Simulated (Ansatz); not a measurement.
Ga3Mo (Cu3Au type, Pm-3m) under volume change, plane-wave PAW PBEsol (Ansatz code), scaled uniformly.

```csv
V (Å³/atom),E − E(relaxed) (meV/atom),P (GPa)
13.602,60.7,15.84
14.051,25.4,9.59
14.499,6.0,4.41
14.948,0.0,0.00
15.396,5.4,-3.79
15.844,20.6,-6.98
16.293,44.0,-9.61
```

**Question.** What does a third-order Birch–Murnaghan fit give for V₀, B₀ and B′?

**Answer.** V₀ = 14.94 Å³/atom, B₀ = 136 GPa, B′ = 4.6.

A made-up cell: these elements were put on the sites of a structure type; neither database checked (COD, Materials Project) lists it. Whether it is the stable phase at ambient conditions was not checked. The PBEsol relaxation kept the symmetry of its start. At this level the phase is mechanically unstable. No spin polarisation was allowed.

Potentials: the earlier of the program's two PAW sets.
